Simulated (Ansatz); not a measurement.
# Energy and pressure of NiGe3 against volume, without spin

Method: DFT PBEsol, scalar-relativistic, plane waves, PAW in Ansatz 0.2.0.

```
Ge Ni
1.0
     4.04123    0.00000    0.00000
     0.00000    4.04123    0.00000
     0.00000    0.00000    4.04123
Ge Ni
3 1
Cartesian
  0.0000 2.0206 2.0206
  2.0206 0.0000 2.0206
  2.0206 2.0206 0.0000
  0.0000 0.0000 0.0000
```

```
plane-wave cutoff : 420 eV
Γ-centred k-mesh  : 10×10×10
occupation rule   : Gaussian smearing, 0.1 eV
spin treatment    : unpolarised
```

The cell is scaled evenly at fixed fractional positions, V₀ being the volume of the cell shown; start: no spin polarisation. Energies are extrapolated to zero smearing. A spin-polarised state can lie lower, at larger volumes above all.

```tsv
V/V₀	E above lowest (meV/atom)	P (GPa)
1.000	0.0	-4.9
1.057	39.4	-8.5
1.132	?	?
1.226	245.9	-14.3
```

Fill in the withheld rows.

The withheld rows:

| V/V₀ | E above lowest (meV/atom) | P (GPa) |
| --- | --- | --- |
| 1.132 | 118.4 | -11.7 |

Cost: 4 runs of about 0.99 core-minutes in all, on Intel Xeon Processor @ 2.50GHz (Skylake/Cascade Lake) (shared hosts).